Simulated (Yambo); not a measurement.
Material: Ba2NF (space group R-3m, No. 166); a = 6.850 Å, b = 6.850 Å, c = 6.850 Å, α = 33.10°, β = 33.10°, γ = 33.10° (4 atoms in the cell). Cell and atoms were relaxed with LDA from Materials Project entry mp-1018096, within its symmetry.

With LDA (pw.x of Quantum ESPRESSO, ONCV potentials, without SOC), the gap between the mesh's edge points (F → F) is 0.721 eV.

### Question
By how much does one-shot G0W0 (Yambo; 4×4×4 Γ-centred k mesh, 134 bands and a 7 Ry block in the screening, 134 bands in G with the Bruneval-Gonze terminator, plasmon pole fitted at 27.2 eV) open this gap, and what gap results?

### Answer
The correction is 0.890 eV, giving 1.611 eV, 2.2 times the LDA value.  Nearest settings tried, and what they do to the gap: 75 bands in W, 75 bands in G: +19 meV; 2×2×2 mesh: -155 meV. Not varied: block. So the settings aren't converged at that level. 

The structure is a Materials Project entry; no match was found in the copy of COD used, and its stability was not checked.
